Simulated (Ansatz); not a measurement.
**Ga₂O₃ — 69Ga nuclear quadrupole resonance**

Cell: a computed structure from the Materials Project (it need not be an observed phase), its atoms then relaxed with r2SCAN in this cell.

Space group R-3c:H (No. 167); a = 4.9974, c = 13.4506 Å, γ = 120.00°.

| site | Wyckoff | site symmetry | x | y | z |
| --- | --- | --- | --- | --- | --- |
| Ga | 12c | 3. | 0.0000 | 0.0000 | 0.3555 |
| O | 18e | .2 | 0.3333 | 0.3631 | 0.9167 |

One atom of each set is listed; the run and its k-mesh use a cell of 10 atoms with edges of 5.33, 5.33, 5.33 Å.

The numbers come from a DFT calculation in Ansatz (r2SCAN, plane waves and PAW, scalar-relativistic, 500 eV cutoff, Γ-centred 7×7×7 k-points, Fermi–Dirac smearing 0.01 eV).

69Ga: I = 3/2, Q = 171.0 mb (year-2017 value). Static lattice, zero field.

(1) At which frequencies do the 69Ga NQR lines lie?

(2) And for ⁷¹Ga (I = 3/2, Q = 107.0 mb) on Ga?

Answers

(1) For I = 3/2 there is one line, ν = (|C_Q|/2)(1 + η²/3)^½.

| site | atoms | V_zz (10²¹ V/m²) | C_Q (MHz) | η | line frequencies (MHz) |
| --- | --- | --- | --- | --- | --- |
| Ga | 4 | 2.64 | 10.9 | 0.00 | 5.45 |

(2) C_Q scales with Q to 6.83 MHz, with lines at 3.41 MHz.

An axis of threefold or higher order runs through Ga, so V_zz lies along it and η is zero.
